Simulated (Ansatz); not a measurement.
Relaxed Bi₂Te₃ (Bi2Te3 type, space group R-3m):

```
Bi2Te3
1.0
    2.15783     1.24582     9.87406
   -2.15783     1.24582     9.87406
    0.00000    -2.49164     9.87406
Bi Te
2 3
Cartesian
  0.00000   0.00000  11.87027
  0.00000   0.00000  17.75190
  0.00000   0.00000   0.00000
  0.00000   0.00000   6.14379
  0.00000   0.00000  23.47838
```

In this cell atom 1 (Bi, nearest neighbour Te at 3.036 Å; its periodic images, 4.3 Å or more away, move with it) is moved by s along Cartesian z, unit vector (0.000, 0.000, 1.000); all other atoms and the cell stay fixed.

The numbers are results of PBEsol-D3(BJ) (plane waves to 420 eV, PAW, scalar-relativistic; Ansatz, a first-principles code), not measurements. k mesh 7×7×7 (Γ-centred), Fermi-Dirac smearing 0.05 eV. The energy includes the smearing's −TS. Bi2Te3 was relaxed with its symmetry unable to fall. Spin-orbit coupling is left out, though Bi and Te are heavy. The PAW data are Ansatz's earlier set. The zero of ΔE is the undisplaced structure.

**Question.** Estimate the ΔE (meV/cell) for s (Å) = -0.300, -0.240, -0.180, -0.120, -0.060, 0.120, 0.180, 0.240.

**Answer.** 
```json
[
 {"s (Å)": "-0.300", "ΔE (meV/cell)": "329"},
 {"s (Å)": "-0.240", "ΔE (meV/cell)": "213"},
 {"s (Å)": "-0.180", "ΔE (meV/cell)": "120"},
 {"s (Å)": "-0.120", "ΔE (meV/cell)": "54"},
 {"s (Å)": "-0.060", "ΔE (meV/cell)": "13"},
 {"s (Å)": "0.120", "ΔE (meV/cell)": "55"},
 {"s (Å)": "0.180", "ΔE (meV/cell)": "124"},
 {"s (Å)": "0.240", "ΔE (meV/cell)": "220"}
]
```

(For displaced atoms, the force is minus the slope of the energy, and its curvature is a force constant, which sets phonon frequencies.)
